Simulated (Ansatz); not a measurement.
The elements of this relaxed trial crystal are hidden behind letters.

```
lattice vectors (Å)
   4.1669    0.0000    0.0000
   0.0000    4.1669    0.0000
   0.0000    0.0000   11.7845
fractional positions
X 0.0000 0.0000 0.7520
X 0.5000 0.5000 0.0000
X 0.0000 0.0000 0.2480
Z 0.5000 0.5000 0.5000
Q 0.0000 0.0000 0.0000
Q 0.5000 0.5000 0.2457
Q 0.0000 0.0000 0.5000
Q 0.5000 0.5000 0.7543
```

Level of theory: DFT PBE, scalar-relativistic, plane waves, PAW in Ansatz. Settings of the last relaxation (8-atom cell): 420 eV, 8×8×4 k points, Gaussian smearing of 0.01 eV, no spin polarisation.

| Quantity | Value |
| --- | --- |
| Space group | P4/mmm (No. 123) |
| Conventional cell | a = 4.167 Å, c = 11.784 Å |
| Volume per atom | 25.58 Å³ |
| Density | 5.61 g/cm³ |
| Formation energy | −0.443 eV/atom |
| Gap on the 8×8×4 mesh of the 8-atom cell | 0.12 eV |

Energies are uncorrected and count from the elements' standard states at the same level.

Question: X is a p-block element of period 5, Z is a p-block element of period 6 and Q is a p-block element of period 3. Which elements are they?

Answer: X = Sn, Z = Pb, Q = S, so the formula is Sn3PbS4. Density times volume gives a mean mass of 5.61 × 25.58/1.6605 = 86.4 u per atom, and this set has 86.4 u. Sn on a site of symmetry 4mm has 6 S at 2.92–2.97 Å; Pb has 6 S at 2.95–3.00 Å; around S on a site of symmetry 4/mmm lie 6 Sn at 2.92–2.95 Å; 3 more sites not described. Other sets within the hints have nearly the same mass, so mass alone doesn't settle it; this one was computed.

These runs have no spin–orbit coupling, which can matter for Pb. Kohn–Sham gaps at this level usually fall short of measured ones. The missing spin–orbit coupling can work the other way here. A structure relaxed within its symmetry needn't be a true minimum.
